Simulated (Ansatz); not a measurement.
A 3-atom cell of SrCl2 (Fm-3m) from a materials database, relaxed with r2SCAN: the symmetry is Fm-3m (No. 225, cubic); a = 6.995 Å in the conventional setting, 28.53 Å³ an atom. Around Sr lie 8 Cl at 3.03 Å; around Cl lie 4 Sr at 3.03 Å. One-shot G0W0@PBE in the plane-wave code Ansatz on a 4×4×4 mesh (contour deformation, no spin-orbit coupling), from a PBE gap of 5.312 eV over the mesh points (the G0W0 gap is indirect on the mesh); the number N of bands summed and the screening cutoff rise together. Calculated for a static, non-magnetic cell.

```tsv
N	cutoff (eV)	1000/N	G0W0 gap (eV)
267	120	3.745	7.407
646	220	1.548	7.552
```

Question: Lay a straight line in 1000/N through these rows.

Answer: The slope is -0.0660 eV per unit of 1000/N and the intercept 7.654 eV.

Question: Predict the gap at N = 1176 (300 eV).

Answer: 7.654 + (-0.0660) × 0.850 = 7.598 eV; the run gives 7.602 eV, +0.004 eV from the line.

Question: With that run's result added, what limit do the last two rows suggest?

Answer: Their slope is (7.602 − 7.552)/(0.850 − 1.548) = -0.0716, which meets 1/N = 0 at 7.66 eV, against 7.654 eV from the first line. The two lines nearly agree; the k mesh isn't extrapolated.
